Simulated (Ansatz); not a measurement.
Relaxed WSe2 (2H-MoS2 type, space group P6_3/mmc):

```yaml
crystal:
  lattice:
    - [3.27899, 0.00000, 0.00000]
    - [-1.63949, 2.83969, 0.00000]
    - [0.00000, 0.00000, 12.78582]
  atoms:
    - { symbol: W, position: [0.33333, 0.66667, 0.25000] }
    - { symbol: W, position: [0.66667, 0.33333, 0.75000] }
    - { symbol: Se, position: [0.33333, 0.66667, 0.61827] }
    - { symbol: Se, position: [0.66667, 0.33333, 0.11827] }
    - { symbol: Se, position: [0.66667, 0.33333, 0.38173] }
    - { symbol: Se, position: [0.33333, 0.66667, 0.88173] }
```

Level of theory: PBE-D3(BJ) (plane waves to 420 eV, PAW, scalar-relativistic; Ansatz, a program for electronic structure). k mesh 9×9×2 (Γ-centred), Fermi-Dirac smearing 0.05 eV. Spin-orbit coupling is left out, though W is heavy. The PAW data are Ansatz's earlier set. WSe2 is run without spin polarisation. WSe2 was relaxed with its symmetry unable to fall.

One atom of the cell was then moved (with its periodic images), all else fixed, and the forces (eV/Å) came out as:

```
atom      Fx      Fy      Fz
----  ------  ------  ------
W1     2.312  -1.335  -3.905
W2    -0.009   0.005   0.030
Se3   -0.006   0.004  -0.002
Se4   -0.842   0.486   1.399
Se5   -1.448   0.836   2.473
Se6   -0.007   0.004   0.005
```

**Question.** Which atom was moved, and by which vector (Å)?

**Answer.** W1, by (-0.13, 0.07, 0.13), 0.20 Å in all.

(For displaced atoms, the force is minus the slope of the energy, and its curvature is a force constant, which sets phonon frequencies.)
